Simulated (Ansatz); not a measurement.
Pt (fcc, Cu type)

```xyz
1
Lattice="0.0000 1.9850 1.9850 1.9850 0.0000 1.9850 1.9850 1.9850 0.0000" Properties=species:S:1:pos:R:3 pbc="T T T"
Pt     0.0000     0.0000     0.0000
```

The slice is a {110} plane (indices of the conventional cell) through the point (0.000, 0.000, 0.000) (fractional), spanned by u = [100] and v = [1 -1 -1] in vectors of this cell: u (2.81 Å) and v (3.97 Å, at 90° to u). It covers one period; positions are fractions (u, v).

Computed with PBE (plane waves to 420 eV, PAW, scalar-relativistic; Ansatz, a program for electronic structure). k mesh 20×20×20. Inside the PAW spheres the values are not all-electron values, and peaks at nuclei hang on which shells count as valence. Pt is run without spin polarisation. Pt was relaxed with its symmetry unable to fall. Spin-orbit coupling is left out, though Pt is heavy. The PAW data are Ansatz's earlier set.

### Question
What is the valence density on the shortest Pt–Pt line in this plane (2.81 Å), at its midpoint?

### Answer
0.36 e/Å³.

### Question
Sketch the electrostatic potential energy of an electron, from the cell's mean on this plane as a map.

### Answer
| v \ u | 0.00 | 0.15 | 0.30 | 0.45 | 0.60 | 0.75 | 0.90 |
|---|---|---|---|---|---|---|---|
| 0.96 | x | x | x | 9.7 | <7.0 | x | x |
| 0.86 | x | x | <7.0 | 11.8 | 10.1 | x | x |
| 0.75 | x | <7.0 | 10.9 | 13.3 | 12.9 | 9.3 | <7.0 |
| 0.64 | 13.1 | 13.2 | 13.0 | 12.4 | 12.6 | 13.2 | 13.2 |
| 0.54 | 15.1 | 14.4 | 12.6 | 10.9 | 11.3 | 13.3 | 14.8 |
| 0.43 | 14.8 | 14.3 | 12.7 | 11.2 | 11.6 | 13.3 | 14.6 |
| 0.32 | 11.0 | 11.8 | 12.8 | 12.9 | 12.9 | 12.6 | 11.4 |
| 0.21 | x | x | 8.8 | 13.1 | 12.3 | <7.0 | x |
| 0.11 | x | x | x | 11.0 | 8.8 | x | x |
| 0.00 | x | x | x | 9.5 | <7.0 | x | x |

Values: electrostatic potential energy of an electron, from the cell's mean, in eV. Points within 1 Å of a nucleus are blanked (x), as the pseudised field means little there. Values under 7 eV are set to 7. The zero, the cell's mean, hangs on the PAW cores.
